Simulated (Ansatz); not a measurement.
MgO:
```
MgO
1.0
    2.63341     0.00000     0.00000
    0.00000     2.63341     0.00000
    0.00000     0.00000     2.63341
Mg O
1 1
Cartesian
  0.00000   0.00000   0.00000
  1.31671   1.31671   1.31671
```

Relaxed with PBEsol. Special points in fractions of this cell's reciprocal vectors: Γ (0.000, 0.000, 0.000); X (0.000, 0.500, 0.000); M (0.500, 0.500, 0.000); R (0.500, 0.500, 0.500).

Question: List the band energies nearest the valence-band maximum at these points for the program Ansatz at the PBEsol level (PAW).

Answer: In eV from the valence-band maximum; about four levels below and three above (degenerate sets whole), none deeper than 8.9 eV; … stands for higher levels left out; points with the same levels are listed once.

| k | below | above |
|---|---|---|
| Γ | -1.01 -1.01 -1.01 | 2.47 … |
| X | -6.56 -0.56 -0.56 | 6.92 … |
| M | -4.74 -4.74 0.00 | 4.85 … |
| R | -3.65 -3.65 -3.65 | … |

Space group Pm-3m (CsCl type). This is a known high-pressure phase of the composition, computed here at zero pressure and temperature. The PBEsol relaxation kept the symmetry of its start. At this level the phase is dynamically unstable (imaginary phonons).

Potentials: the later of the program's two PAW sets.
